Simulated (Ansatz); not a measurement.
# Trial structures of MgCdTe₃: starts and ends

Theory: DFT PBE, scalar-relativistic, plane waves, PAW in Ansatz. All cells share a 420 eV cutoff and Γ-centred k meshes spaced at most about 0.3 Å⁻¹ (about 0.25 or finer for metals, 2π included). No spin polarisation in the final relaxations.

Each guess was relaxed in cell and atoms at zero pressure, within the symmetry of its start. All energies are static (0 K, no zero-point motion). Coordination counts Te atoms around Cd and Mg (those within 1.25 times the shortest such distance or 1.15 times the sum of covalent radii; the shortest distance is added where it exceeds 1.18 times the sum of covalent radii).

```
guess    made from  start group  V start (Å³/atom)                 end group  V end (Å³/atom)  coordination at the end  gap on mesh (eV)  E over the lowest end (meV/atom)
    1  random cell         R-3m               31.8                      R-3m             35.9    Mg 6 from 3.3 Å, Cd 6                 0                               312
    2  random cell       P6/mmm               35.4                    P6/mmm             39.3   Mg 12 from 4.2 Å, Cd 6                 0                               580
    3  EuH3Pd type        Pm-3m               23.4  Pm-3m (cubic perovskite)             35.2   Mg 12 from 4.0 Å, Cd 6                 0                               652
    4   Ag3SI type          R32               27.7                       R32             35.4               Mg 3, Cd 6                 0                                 0
    5  RbCaH3 type        Pm-3m               30.2                         ?                ?                        ?                 ?                                 ?
```

Guess 5 as it starts:

```cif
data_structure
_symmetry_space_group_name_H-M 'Pm-3m'
_symmetry_Int_Tables_number 221
_cell_length_a 5.3247
_cell_length_b 5.3247
_cell_length_c 5.3247
_cell_angle_alpha 90.000
_cell_angle_beta 90.000
_cell_angle_gamma 90.000
_cell_volume 150.97
loop_
_atom_site_label
_atom_site_type_symbol
_atom_site_symmetry_multiplicity
_atom_site_Wyckoff_symbol
_atom_site_fract_x
_atom_site_fract_y
_atom_site_fract_z
_atom_site_occupancy
Mg1 Mg 1 b 0.50000 0.50000 0.50000 1
Cd1 Cd 1 a 0.00000 0.00000 0.00000 1
Te1 Te 3 c 0.00000 0.50000 0.50000 1
```

**Question.** Fill in the missing row: what does this guess relax into, and where does it rank?

**Answer.** It ends in the cubic perovskite type, space group Pm-3m (No. 221), with a = 5.502 Å, 33.3 Å³/atom and no gap. It lies 0.50 eV/atom over the lowest end, above guess 1 and below guess 2. Counting Te atoms around Cd and Mg, this end has Mg 6, Cd 12 from 3.9 Å and the lowest (guess 4) has Mg 3, Cd 6.

```cif
data_structure
_symmetry_space_group_name_H-M 'P 1'
_symmetry_Int_Tables_number 1
_cell_length_a 5.5022
_cell_length_b 5.5022
_cell_length_c 5.5022
_cell_angle_alpha 90.000
_cell_angle_beta 90.000
_cell_angle_gamma 90.000
_cell_volume 166.58
loop_
_atom_site_label
_atom_site_type_symbol
_atom_site_fract_x
_atom_site_fract_y
_atom_site_fract_z
_atom_site_occupancy
Mg1 Mg 0.50000 0.50000 0.50000 1
Cd1 Cd 0.00000 0.00000 0.00000 1
Te1 Te 0.00000 0.50000 0.50000 1
Te2 Te 0.50000 0.00000 0.50000 1
Te3 Te 0.50000 0.50000 0.00000 1
```

Energies over the elements count from the elements' standard structures at the same level, with no fitted energy shifts.

**Question.** Is the lowest end bound against the elements?

**Answer.** Yes: its formation energy is −0.28 eV/atom. A negative formation energy is needed for stability but isn't enough: competing phases decide.

Spin–orbit coupling, which can matter for Te, is left out. A magnetic state wasn't ruled out in cells without spin, among them Pm-3m at 33.3 Å³/atom. The reference form of Te is held partly by dispersion forces, which this level lacks. Cells relaxed within their symmetry can be saddle points. A lower structure may well exist outside this small set. Some types were kept out of the candidates beforehand, so the set may lack a known form.
